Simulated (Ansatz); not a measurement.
**Band structure of SnTe**

```
Sn Te
1.0
     0.00000    3.15650    3.15650
     3.15650    0.00000    3.15650
     3.15650    3.15650    0.00000
Sn Te
1 1
Direct
  0.00000 0.00000 0.00000
  0.50000 0.50000 0.50000
```

Atom numbers follow the list: Sn1, Te2.

The cell is COD entry 9008726, as deposited and not checked against the literature; nothing was relaxed.

No spin–orbit coupling, which matters for the heavy atoms here.

Method: DFT, PBEsol, all-electron LAPW, scalar-relativistic in Ansatz 0.2.0.

Numerical set-up: a Γ-centred 11×11×11 k mesh, Fermi–Dirac smearing of 0.08 eV, basis error target 0.25 meV/atom, no spin polarisation.

Points in fractions of the reciprocal vectors of this cell: Γ (0, 0, 0), X (0.5, 0, 0.5), U (0.625, 0.25, 0.625), K (0.375, 0.375, 0.75), L (0.5, 0.5, 0.5), W (0.5, 0.25, 0.75). The path joins them by straight lines in the order Γ–X–U–K–Γ–L–W–X; legs that retrace an earlier one aren't tabulated. Energies are in eV from the top of the valence band.

Q: List the levels at X between -8 and 3.5 eV.

A: -6.44, -5.51, -3.67 (×2), 2.17.

Q: List the levels at K between -8 and 3.5 eV.

A: -7.37, -5.11, -3.18, -2.67, 3.06, 3.09.

Q: List the levels at L between -8 and 3.5 eV.

A: -1.74 (×2), 0.00, 0.13, 0.41 (×2).

Q: What is the band gap?

A: 0.08 eV, indirect from L (0.5, 0.5, 0.5) to the line L (0.5, 0.5, 0.5)–W (0.5, 0.25, 0.75) (the direct gap is only 0.04 eV larger) (so small a gap may close at points that the mesh and path miss).

Kohn–Sham gaps of semilocal functionals usually fall short of measured ones.
